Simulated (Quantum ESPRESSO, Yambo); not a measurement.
Levels of theory for the gap of CuI

CuI (space group Cmcm, No. 63): one geometry, one set of norm-conserving PBEsol (Quantum ESPRESSO, 92 Ry, with spin-orbit coupling) orbitals, self-energies from Yambo (2×2×2 Γ-centred k mesh, bands 17 to 354 and a 7 Ry block in the screening, 354 bands in G with the Bruneval-Gonze terminator, plasmon pole fitted at 27.2 eV).

Cell and atoms were relaxed with PBE+D3(BJ) from Materials Project entry mp-1007922, within its symmetry.

```
level                                                        gap Γ → Γ (eV)                   rough Yambo cost
-----------------------------------------------------------  --------------  ---------------------------------
PBEsol (Quantum ESPRESSO)                                              0.71                                  –
exchange only (Hartree-Fock self-energy on PBEsol orbitals)            9.35             about 1/10 (15 states)
static COHSEX@PBEsol                                                   1.24  within a factor of two (2 states)
G0W0@PBEsol, plasmon pole                                              1.36                      1 (15 states)
```

Bare exchange has no screening and gives the widest gap. COHSEX doesn't lie clearly above G0W0 here; the order may hang on the settings. All rows use the PBEsol edge points; in the exchange only run other k points give a smaller gap, 9.24 eV.

Costs are rough ratios of core time on shared machines.

Nearest settings tried, and what they do to the gap: 232 bands in W, 232 bands in G: +48 meV; 6 Ry block (175 vectors against 219): +26 meV. Not varied: mesh. So the settings aren't converged at that level. The k mesh is coarse.

The filled Cu 3d shell has no Hubbard U; semilocal functionals place it too high.

This is not the ordinary phase of the substance; no match was found in the copy of COD used, and its stability was not checked.
